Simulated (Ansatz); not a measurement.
Li2Ti3SnP6O24 — coordination and ⁴⁷Ti quadrupole coupling

Cell: a Materials Project structure (computed, not necessarily an observed phase).

Space group R3:H (No. 146); a = 8.6572, c = 21.3062 Å, γ = 120.00°.

| site | Wyckoff | site symmetry | x | y | z |
| --- | --- | --- | --- | --- | --- |
| Li1 | 3a | 3. | 0.0000 | 0.0000 | 0.9975 |
| Li2 | 3a | 3. | 0.0000 | 0.0000 | 0.5000 |
| Ti3 | 3a | 3. | 0.0000 | 0.0000 | 0.8582 |
| Ti4 | 3a | 3. | 0.0000 | 0.0000 | 0.6424 |
| Ti5 | 3a | 3. | 0.0000 | 0.0000 | 0.3579 |
| Sn | 3a | 3. | 0.0000 | 0.0000 | 0.1420 |
| P7 | 9b | 1 | 0.9606 | 0.3337 | 0.5844 |
| P10 | 9b | 1 | 0.6239 | 0.9545 | 0.4164 |
| O13 | 9b | 1 | 0.8130 | 0.9985 | 0.6911 |
| O15 | 9b | 1 | 0.1479 | 0.5026 | 0.5862 |
| O17 | 9b | 1 | 0.8624 | 0.3237 | 0.5234 |
| O18 | 9b | 1 | 0.9813 | 0.1666 | 0.5838 |
| O21 | 9b | 1 | 0.1903 | 0.1846 | 0.8094 |
| O23 | 9b | 1 | 0.6420 | 0.1419 | 0.4117 |
| O27 | 9b | 1 | 0.8115 | 0.9745 | 0.4185 |
| O33 | 9b | 1 | 0.9932 | 0.1834 | 0.3091 |

One atom of each set is listed; the run and its k-mesh use a cell of 36 atoms with edges of 8.68, 8.68, 8.68 Å.

All values are calculated (Ansatz; DFT, PBE, plane waves and PAW, scalar-relativistic, 420 eV cutoff, Γ-centred 3×3×3 k-points, Fermi–Dirac smearing 0.02 eV), not measured.

Q(⁴⁷Ti) = 302.0 mb.

(1) Rank these Ti sites by |C_Q|, smallest first.
A. Ti5: 6 O at 1.92–2.00 Å
B. Ti4: 6 O at 1.92–1.97 Å
C. Ti3: 6 O at 1.93–2.01 Å

Results:

(1) A (0.177 MHz, η = 0.00), C (1.40 MHz, η = 0.00), B (2.24 MHz, η = 0.00).

An axis of threefold or higher order runs through Ti5, Ti3 and Ti4, so V_zz lies along it and η is zero.
